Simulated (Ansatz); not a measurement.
Ansatz (an electronic-structure program) input:

Ansatz 0.2 input:
```yaml
crystal:
  lattice:
    - [3.0957445032, 0.0, 0.0]
    - [-1.5478722516, 2.6809933834, 0.0]
    - [0.0, 0.0, 4.8121388346]
  atoms:
    - { symbol: Li, position: [0.3333333333, 0.6666666667, 0.3823073269] }
    - { symbol: Li, position: [0.6666666667, 0.3333333333, 0.8823073269] }
    - { symbol: F, position: [0.3333333333, 0.6666666667, 0.9926826731] }
    - { symbol: F, position: [0.6666666667, 0.3333333333, 0.4926826731] }
kpoints:
  mp_grid: { grid: [9, 9, 5] }
basis: { xc_grid: 2 }
hamiltonian:
  xc: pbesol
  pseudopotentials: { kind: paw }
scf:
  occupations: { method: fixed }
output:
  optics: { e_range: [0.0, 15.0], de: 0.05, sigma: 0.1, bands: { spectra_wanted_up_to: 12 eV } }
```

Output (shortened):

```
output.optics: the spectra are integrated over the Brillouin zone by k·p interpolation around the k-points, where levels, occupations, output.optics.sigma and …
Pseudopotential: Li, paw, valence charge 3
Pseudopotential: F, paw, valence charge 7
Functional definition: PBEsol
Crystal: 4 atoms, lattice volume = 39.939 Å³
Basis set: ecut = 420 eV, 761 PW (Γ), exchange–correlation on 48×48×72 points (8 copies of the dense FFT grid, shifted against one another)
Bands: 14, of which v1, the nominal top of the filled ones, is band 10 counted from 1 (9 counted from 0)
Symmetry: 12 space group operations
Space group: P63mc (ITA 186), of the structure as read, at distance tolerance 3.4e-5 Å
k-points: 36 of 405 (time reversal used)
SCF iter   1: F=—  HF=-2013.041189 eV  |F-HF|=—  |Δ(HF+E_count)|=         —  Δρ=1.28e-2  dr2=4.02e-2  ethr=1.77e-3  ⟨swp⟩=4.0  Hψ=2273  notcnv=0  defer=62
preconditioner: auto → none
SCF iter   2: F=—  HF=-2013.029762 eV  |F-HF|=—  |Δ(HF+E_count)|=   1.14e-2  Δρ=5.43e-3  dr2=6.05e-3  ethr=2.01e-4  ⟨swp⟩=2.0  Hψ=1152  notcnv=0  defer=72
SCF iter   3: F=—  HF=-2013.027685 eV  |F-HF|=—  |Δ(HF+E_count)|=   2.08e-3  Δρ=6.59e-4  dr2=8.67e-5  ethr=3.03e-5  ⟨swp⟩=2.1  Hψ=795  notcnv=0  defer=72
SCF iter   4: F=—  HF=-2013.027641 eV  |F-HF|=—  |Δ(HF+E_count)|=   4.42e-5  Δρ=7.26e-5  dr2=1.01e-6  ethr=4.34e-7  ⟨swp⟩=2.0  Hψ=936  notcnv=0  defer=72
SCF iter   5: F=—  HF=-2013.027689 eV  |F-HF|=—  |Δ(HF+E_count)|=   4.82e-5  Δρ=1.21e-5  dr2=3.69e-8  ethr=5.04e-9  ⟨swp⟩=2.0  Hψ=860  notcnv=0
SCF iter   6: F=—  HF=-2013.027689 eV  |F-HF|=—  |Δ(HF+E_count)|=   5.13e-8  Δρ=1.23e-6  dr2=3.32e-10  ethr=1.85e-10  ⟨swp⟩=2.1  Hψ=737  notcnv=0
SCF iter   7: F=-2013.027689 eV  HF=-2013.027689 eV  |F-HF|=0.00e0  |Δ(HF+E_count)|=  6.00e-10  Δρ=1.48e-7  dr2=3.87e-12  ethr=1.00e-12  ⟨swp⟩=5.0  Hψ=1997  notcnv=0
SCF 1 converged in 7 iterations: F = -2013.027689 eV  dr2 = 3.87e-12
NSCF: frozen V_eff on 36 k-points
Optics k sum: 0 of 36 k-points
Optics k sum: 2 of 36 k-points
Optics k sum: 4 of 36 k-points
Optics k sum: 6 of 36 k-points
Optics k sum: 8 of 36 k-points
Optics k sum: 9 of 36 k-points
Optics k sum: 11 of 36 k-points
Optics k sum: 13 of 36 k-points
Optics k sum: 15 of 36 k-points
Optics k sum: 17 of 36 k-points
Optics k sum: 18 of 36 k-points
Optics k sum: 20 of 36 k-points
Optics k sum: 22 of 36 k-points
Optics k sum: 24 of 36 k-points
Optics k sum: 26 of 36 k-points
Optics k sum: 27 of 36 k-points
Optics k sum: 29 of 36 k-points
Optics k sum: 31 of 36 k-points
Optics k sum: 33 of 36 k-points
Optics k sum: 35 of 36 k-points
Optics k sum: 36 of 36 k-points
Optics k sum: 0 of 36 k-points
Optics k sum: 2 of 36 k-points
Optics k sum: 4 of 36 k-points
Optics k sum: 6 of 36 k-points
Optics k sum: 8 of 36 k-points
Optics k sum: 9 of 36 k-points
Optics k sum: 11 of 36 k-points
Optics k sum: 13 of 36 k-points
Optics k sum: 15 of 36 k-points
Optics k sum: 17 of 36 k-points
Optics k sum: 18 of 36 k-points
Optics k sum: 20 of 36 k-points
Optics k sum: 22 of 36 k-points
Optics k sum: 24 of 36 k-points
Optics k sum: 26 of 36 k-points
Optics k sum: 27 of 36 k-points
Optics k sum: 29 of 36 k-points
Optics k sum: 31 of 36 k-points
Optics k sum: 33 of 36 k-points
Optics k sum: 35 of 36 k-points
Optics k sum: 36 of 36 k-points
NSCF: frozen V_eff on 1 k-points
NSCF: frozen V_eff on 1 k-points
NSCF: frozen V_eff on 1 k-points
NSCF: frozen V_eff on 1 k-points
output.optics: what the bands over the 20 summed would add to eps1, eps2 and the energy-loss function is held between a lower and an upper bound (8 Lanczos …
SCF converged after 7 iterations
Free energy (F): -2013.027689 eV
Harris-Foulkes:  -2013.027689 eV  (|F-HF|=0.00e0)
Internal energy: -2013.027689 eV  (E = F + TS)
E sigma→0 (E₀):  -2013.027689 eV
Fermi energy:    -0.905958 eV
--- Per-component energies (eV) ---
  E_band       = -265.083957
  E_kinetic    = 459.569871
  E_local      = -1475.611415  (includes V_loc(G=0)·N_el)
  E_nonlocal   = 81.853285
  E_hartree    = 528.620376
  E_xc         = -180.153273
  E_vxc        = -232.513428  (∫ρ·V_xc dr)
  E_paw        = -427.053638  (= ΣΔE_a)
  E_vpaw       = -155.626897  (= ΣTr[D̂ρ^β])
  E_aug_tail   = 0.003871  (compensation charges beyond the density's cutoff)
  E_ewald      = -1000.341652
  E_core_change = 0.084885  (= ΣΔE_core)
  E_smearing   =  0.000000  (= −TS)
  E_closure    = 0.000000  (closes the sum)
  Σ components = -2013.027689   (vs F -2013.027689, Δ=0.00e0)
  [band-id]    e_kinetic+e_local+e_nonlocal+2·e_hartree+e_vxc+e_vpaw+e_augmentation_tail = -265.083961   (vs E_band -265.083957, Δ=-3.59e-6)
--- Band table (eV; the first three rows and the last of 36) ---
  k-point 0: bands = ["-40.7015", "-40.6576", "-20.2320", "-19.9885", "-3.1117", "-1.4125", "-1.4125", "-1.0839", "-1.0839", "-0.9060", "6.6972", "11.0159", "14.2071", "17.4286"]
  k-point 1: bands = ["-40.6973", "-40.6617", "-20.2107", "-20.0138", "-2.9197", "-1.3816", "-1.3816", "-1.1424", "-1.1157", "-1.1157", "7.0065", "10.3098", "14.8555", "17.4379"]
  k-point 2: bands = ["-40.6863", "-40.6727", "-20.1531", "-20.0780", "-2.4031", "-1.7283", "-1.3001", "-1.3001", "-1.1985", "-1.1985", "7.8470", "9.0338", "16.0061", "17.2126"]
  k-point 35: bands = ["-40.6534", "-40.6534", "-20.0211", "-20.0211", "-2.6518", "-2.3216", "-2.2507", "-2.2507", "-1.3008", "-1.3008", "11.2314", "11.6064", "12.4557", "12.4557"]
```

Cost: very roughly 18 core-seconds on shared cores.

Space group P6_3mc (wurtzite). The workflow started from a Materials Project entry (that database holds measured and hypothetical structures alike); the Crystallography Open Database copy checked does not list it. It is not the phase usual at ambient conditions (space group No. 225). The cell was relaxed with PBEsol under the symmetry of its start; its stability against distortions is not shown here.

Potentials: the later of the program's two PAW sets.

Ansatz is a plane-wave DFT program.
